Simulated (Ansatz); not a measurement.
### Question
Name crystals whose computed values (the program Ansatz at the PBEsol level (PAW)) fall in these windows: Θ_D (K) 200 to 260; G_Hill (GPa) 22 to 29.

### Answer


```tsv
crystal	Θ_D (K)	G_Hill (GPa)
SnSe, Pnma (Sn on 4c, Se on 4c)	225	25.7
InAs, wurtzite	236	26.0
ZnHgS2, R3m (Zn on 3a, Hg on 3a, S on 3a, S on 3a)	227	22.4
Y, fcc (Cu type)	235	23.9
GaAs, NiAs type	249	25.0
```
Others may fit too.

Typed or built starts, not in the databases checked: GaAs, NiAs type. Not the usual ambient phase: InAs, wurtzite; Y, fcc (Cu type); GaAs, NiAs type. Standing as an ambient phase not checked: ZnHgS2, R3m (Zn on 3a, Hg on 3a, S on 3a, S on 3a). All cells were relaxed under the symmetry of their starts (and spin orders); stability against distortions was not tested throughout. Rows with no word on spin ran without spin polarisation. Spin–orbit coupling is left out wherever it is not named.

Potentials: the later of the program's two PAW sets.
